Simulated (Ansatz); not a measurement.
TiB:
```yaml
crystal:
  lattice:
    - [6.10466, 0.00000, 0.00000]
    - [0.00000, 3.04695, 0.00000]
    - [0.00000, 0.00000, 4.55533]
  atoms:
    - { symbol: Ti, position: [0.67755, 0.25000, 0.37758] }
    - { symbol: Ti, position: [0.32245, 0.75000, 0.62242] }
    - { symbol: Ti, position: [0.82245, 0.75000, 0.87758] }
    - { symbol: Ti, position: [0.17755, 0.25000, 0.12242] }
    - { symbol: B, position: [0.53012, 0.25000, 0.90032] }
    - { symbol: B, position: [0.46988, 0.75000, 0.09968] }
    - { symbol: B, position: [0.96988, 0.75000, 0.40032] }
    - { symbol: B, position: [0.03012, 0.25000, 0.59968] }
```

Relaxed with r²SCAN. Special points in fractions of this cell's reciprocal vectors: Γ (0.000, 0.000, 0.000); X (0.500, 0.000, 0.000); S (0.500, 0.500, 0.000); Y (0.000, 0.500, 0.000); Z (0.000, 0.000, 0.500); U (0.500, 0.000, 0.500); R (0.500, 0.500, 0.500); T (0.000, 0.500, 0.500).

Task: List the band energies nearest the Fermi level at these points for r²SCAN (plane waves, PAW; program Ansatz).

Result: In eV from the Fermi level; about four levels below and three above (degenerate sets whole), none deeper than 8.9 eV; points with the same levels are listed once.

| k | below | above |
|---|---|---|
| Γ | -2.19 -1.44 -1.10 -0.83 | 0.66 0.88 1.03 |
| X | -1.59 -1.59 -1.35 -1.35 | 0.50 0.50 0.91 0.91 |
| S | -0.79 -0.79 -0.79 -0.79 | 3.43 3.43 3.43 3.43 |
| Y | -0.91 -0.91 -0.47 -0.47 | 3.15 3.15 3.45 3.45 |
| Z | -0.96 -0.96 -0.10 -0.10 | 1.71 1.71 2.18 2.18 |
| U | -2.19 -2.19 -1.27 -1.27 | 0.28 0.28 1.16 1.16 |
| R | -0.50 -0.50 -0.50 -0.50 | 2.63 2.63 2.63 2.63 |
| T | -1.64 -1.64 -1.59 -1.59 | 0.05 0.05 0.65 0.65 |

Space group Pnma. The first step of the workflow began from a Materials Project structure, measured or hypothetical; the Crystallography Open Database files this formula in space group No. 62, but the cells were not matched. Its standing as an ambient phase is unchecked. Symmetry was held in the r²SCAN relaxation; whether a distortion lowers the energy is not shown. The run is not spin-polarised.

Potentials: the later of the program's two PAW sets.
